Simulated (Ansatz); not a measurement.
ZrMo:
```
CELL_PARAMETERS angstrom
      0.00000     2.71065     2.71065
      2.71065     0.00000     2.71065
      2.71065     2.71065     0.00000
ATOMIC_POSITIONS crystal
  Mo 0.00000 0.00000 0.00000
  Zr 0.50000 0.50000 0.50000
```

This is the PBEsol-relaxed structure.

Task: All from plane-wave PAW PBEsol (Ansatz code), unless another level is named. Predict the highest zone-centre frequency.

Result: 7.07 THz.

Task: Give the bulk modulus (Birch–Murnaghan fit).

Result: 126 GPa.

Task: Give the elastic constants (relaxed ions, GPa).

Result: C11 = 281, C12 = 45.4, C44 = -109.

Space group Fm-3m (rock salt). The start of the workflow was typed in or built on a structure type; neither database checked (COD, Materials Project) lists it. Whether it is the stable phase at ambient conditions was not checked. The cell was relaxed with PBEsol under the symmetry of its start. At this level the phase is mechanically unstable. No spin polarisation was allowed. Its formation energy is positive at this level, so the cell may be metastable or incomplete. As this level gives no gap, shear constants depend on the k-mesh and smearing (Fermi–Dirac, 0.1 eV here). As this level gives no gap, phonon frequencies hold no LO–TO term and depend on the k-mesh and smearing (Fermi–Dirac, 0.1 eV here).

Potentials: the later of the program's two PAW sets.
